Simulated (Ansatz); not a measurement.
**How far is PAW off for Sb?**

```
CELL_PARAMETERS angstrom
2.15060 1.24165 3.74400
-2.15060 1.24165 3.74400
0.00000 -2.48330 3.74400
ATOMIC_POSITIONS crystal
Sb 0.23364 0.23364 0.23364
Sb 0.76636 0.76636 0.76636
```

Atom numbers follow the list: Sb1, Sb2.

Structure: COD 9009654, as refined from experiment and not relaxed.

No spin–orbit coupling, which matters for the heavy atoms here.

All numbers are computed: DFT, LDA, PAW with Ansatz's default frozen-core files, scalar-relativistic (Ansatz 0.2.0); DFT, LDA, all-electron PAW with datasets made for the crystal, scalar-relativistic (Ansatz 0.2.0); DFT, LDA, all-electron LAPW, scalar-relativistic (Ansatz 0.2.0).

For PAW: a Γ-centred 12×12×12 k mesh, Fermi–Dirac smearing of 0.03 eV, cutoff 420 eV, no spin polarisation; the PAW files were made with PBE, and the program remakes their frozen cores for this functional. The crystal-made all-electron datasets (AE datasets) take a cutoff of 140 eV at this cell. LAPW targets a basis error of 0.5 meV/atom. The Ansatz runs share mesh, smearing and spin set-up. Plane-wave (PAW) pressures include the program's estimate of the Pulay term.

Stress and pressure are positive in compression.

No spin–orbit coupling: at heavy atoms the gradients can be off by tens of per cent for that reason.

In a metal, gradients converge slowly with the k mesh: the values move by tens of per cent from one mesh to another, at times in sign, so only the comparison on one mesh counts.

Levels count from the Fermi level.

```csv
quantity,PAW,AE datasets,LAPW
pressure (GPa),-0.84,-0.82,-0.82
stress xx (GPa),-0.71,-0.69,-0.69
stress zz (GPa),-1.10,-1.08,-1.08
"force on Sb1, z (eV/Å)",0.070,0.071,0.071
highest filled level at S0 (eV),-2.922,-2.923,-2.923
lowest empty level at S0 (eV),2.832,2.830,2.830
highest filled level at H0 (eV),-0.709,-0.711,-0.710
lowest empty level at H0 (eV),0.688,0.688,0.688
highest filled level at S2 (eV),-2.922,-2.923,-2.923
lowest empty level at S2 (eV),2.832,2.830,2.830
field gradient Vzz at Sb1 (10²¹ V/m²),-4.67,-4.69,–
```

PAW's pressure differs from the LAPW value by -0.03 GPa. Datasets made for the crystal and LAPW share parts of one code, so their agreement isn't an independent check.
